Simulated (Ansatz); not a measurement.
Input and command of a calculation in Ansatz (plane waves; scalar-relativistic PAW potentials unless the input names others):

```yaml
crystal:
  lattice:
    - [-1.615122561, 1.615122561, 4.7971226811]
    - [1.615122561, -1.615122561, 4.7971226811]
    - [1.615122561, 1.615122561, -4.7971226811]
  atoms:
    - { symbol: Ti, position: [0.653654512, 0.653654512, 0.0] }
    - { symbol: Ti, position: [0.346345488, 0.346345488, 0.0] }
    - { symbol: W, position: [0.0, 0.0, 0.0] }
basis:
  ecutwfc: 420
kpoints:
  mp_grid: { grid: [20, 20, 20] }
hamiltonian:
  xc: pbe
scf:
  occupations: { method: methfessel_paxton, width: 5.0 }
  max_iter: 100
output:
  forces: true
  eigenvalues: true
  stress: true
```

```bash
ansatz run input.yaml --threads 1 --pin off --max-ram 2560MiB --backend cpu --events-out ev --progress --plain --runs-dir out
```

Abridged log:
```
band count auto-derived: 43 (N_el = 38.0; filled up to band 19; 23 by the electrons, moments and atoms)
Pseudopotentials: kind: paw
Pseudopotential: Ti, paw, valence charge 12, recommended cutoff 420 eV (normal)
Pseudopotential: W, paw, valence charge 14, recommended cutoff 420 eV (normal)
Functional definition: PBE
Crystal: 3 atoms, lattice volume = 50.055 Å³
Basis set: ecut = 420 eV, 981 PW (Γ), FFT grids on a1+a3, a2+a3, a3, exchange–correlation on 48×48×72 points (8 copies of the dense FFT grid, shifted against one another)
Bands: 43, of which v1, the nominal top of the filled ones, is band 19 counted from 1 (18 counted from 0)
Symmetry: 16 space group operations
Space group: I4/mmm (ITA 139), of the structure as read, at distance tolerance 3.7e-5 Å
k-points: 641 of 8000
Initial density: superposition of atomic densities (neutral atoms: chi_scale 0, normalization atom), corrected by the library's trained network
Initial wavefunctions: pseudopotential atomic-orbital guess
Functional: x = pbe(κ = 0.804, μ = 0.21951497), c = pbe(β = 0.06672455)
SCF iter   1: F=—  HF=-15386.541851 eV  |F-HF|=—  |Δ(HF+E_count)|=         —  Δρ=4.89e-2  dr2=1.86e0  ethr=1.77e-3  ⟨swp⟩=7.8  Hψ=126974  notcnv=0
SCF iter   2: F=—  HF=-15386.334421 eV  |F-HF|=—  |Δ(HF+E_count)|=   2.07e-1  S|Δr|=    0.00e0  Δρ=2.29e-2  dr2=4.34e-1  ethr=1.77e-3  ⟨swp⟩=1.0  Hψ=32691  notcnv=0
SCF iter   3: F=—  HF=-15386.268223 eV  |F-HF|=—  |Δ(HF+E_count)|=   6.62e-2  S|Δr|=    0.00e0  Δρ=3.25e-3  dr2=6.93e-3  ethr=1.14e-3  ⟨swp⟩=1.0  Hψ=27563  notcnv=0
SCF iter   4: F=—  HF=-15386.267466 eV  |F-HF|=—  |Δ(HF+E_count)|=   7.56e-4  S|Δr|=    0.00e0  Δρ=6.91e-4  dr2=2.68e-4  ethr=1.82e-5  ⟨swp⟩=1.1  Hψ=28085  notcnv=0
SCF iter   5: F=—  HF=-15386.267479 eV  |F-HF|=—  |Δ(HF+E_count)|=   1.23e-5  S|Δr|=    0.00e0  Δρ=1.05e-4  dr2=6.42e-6  ethr=7.04e-7  ⟨swp⟩=1.0  Hψ=27563  notcnv=0
SCF iter   6: F=—  HF=-15386.267465 eV  |F-HF|=—  |Δ(HF+E_count)|=   1.35e-5  S|Δr|=    0.00e0  Δρ=1.67e-5  dr2=1.78e-7  ethr=1.69e-8  ⟨swp⟩=1.4  Hψ=28759  notcnv=0
SCF iter   7: F=-15386.267465 eV  HF=-15386.267465 eV  |F-HF|=7.33e-9  |Δ(HF+E_count)|=   3.17e-8  S|Δr|=    0.00e0  Δρ=5.07e-6  dr2=1.37e-8  ethr=2.63e-10  ⟨swp⟩=5.9  Hψ=99334  notcnv=0
SCF 1 converged in 7 iterations: F = -15386.267465 eV  dr2 = 1.37e-8
SCF converged after 7 iterations
Stability not checked: this state was not tested for a lower state beside it, because cold or Methfessel-Paxton smearing, or corrected tetrahedra, fill the levels in a way that the test cannot read (fill_not_monotonic; see scf.lower_state_search)
Free energy (F): -15386.267465 eV
Harris-Foulkes:  -15386.267465 eV  (|F-HF|=7.33e-9)
Internal energy: -15378.579624 eV  (E = F + TS)
E sigma→0 (E₀):  -15384.345505 eV
Entropy (-TS):   -7.687841 eV (-2562.614 meV/atom)
Fermi energy:    16.410257 eV
--- Forces (eV/Å), atoms counted from 1 ---
  atom   1  Ti     0.00000000     0.00000000     1.46339968
  atom   2  Ti     0.00000000     0.00000000    -1.46339968
  atom   3  W      0.00000000     0.00000000     0.00000000
--- Stress (GPa, compression-positive) ---
       18.399284       0.000000       0.000000
        0.000000      18.399284       0.000000
        0.000000       0.000000      19.531497
  P = ⅓ Tr σ = 18.7767 GPa (187.767 kbar)
```

Question: What is wrong with this input?

Answer: The fault is a smearing of electronvolts (scf.occupations: {"method": "gaussian", "width": 0.1} → {"method": "methfessel_paxton", "width": 5.0}, the first being the value of the sound run). Setting it back cures it. The run converged all the same, with an energy at zero smearing 105 meV/atom below the reference's, pressure 18.78 GPa, largest force 1.463 eV/Å, no gap on the mesh, so convergence alone doesn't show that an input is right. A reference run on usual settings, whose relaxation ended at this geometry, converged, and the end of its own relaxation has pressure 0.00 GPa, largest force 0.000 eV/Å, no gap on the mesh.

It took 27 s on 1 thread of Intel(R) Xeon(R) 6975P-C (Granite Rapids) (shared host), peak memory 1.2 GiB.